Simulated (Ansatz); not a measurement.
# antiPbO-structured TiSb

Level of theory: DFT, PBEsol, scalar-relativistic, no spin polarisation; plane waves to 420 eV with PAW datasets (Ansatz 0.2.0), Γ-centred 8×8×6 mesh, 0.05 eV Gaussian smearing; PAW files: Ansatz's generated set soft_2.

```yaml
crystal:
  lattice:
    - [4.43610, 0.00000, 0.00000]
    - [0.00000, 4.43610, 0.00000]
    - [0.00000, 0.00000, 5.45835]
  atoms:
    - { symbol: Ti, position: [0.00000, 0.00000, 0.00000] }
    - { symbol: Ti, position: [0.50000, 0.50000, 0.00000] }
    - { symbol: Sb, position: [0.50000, 0.00000, 0.28507] }
    - { symbol: Sb, position: [0.00000, 0.50000, 0.71493] }
```

This is a trial structure; measured cells of the compound in the Crystallography Open Database are in space group P63/mmc.

The pressure at this geometry is -0.1 GPa.

Problem. Which orbitals carry the states at the Fermi level, and how many states are there?

Solution. Within 0.1 eV of it: Ti 3d 92 % (shares among the projected shells). The density of states at the Fermi level is about 4 states/eV per cell, averaged over 0.3 eV.

Density of states (tetrahedra, averaged over 0.5 eV; states/eV per cell of 4 atoms; energy in eV from the Fermi level):

```csv
E (eV),DOS
-4.10,0.0
-3.60,2.6
-3.10,4.3
-2.60,1.4
-2.10,3.3
-1.60,4.7
-1.10,6.7
-0.60,2.1
-0.10,4.1
0.40,4.3
0.90,7.4
1.40,6.7
```

For elements this heavy, spin–orbit coupling would shift levels and gaps; it isn't included here.
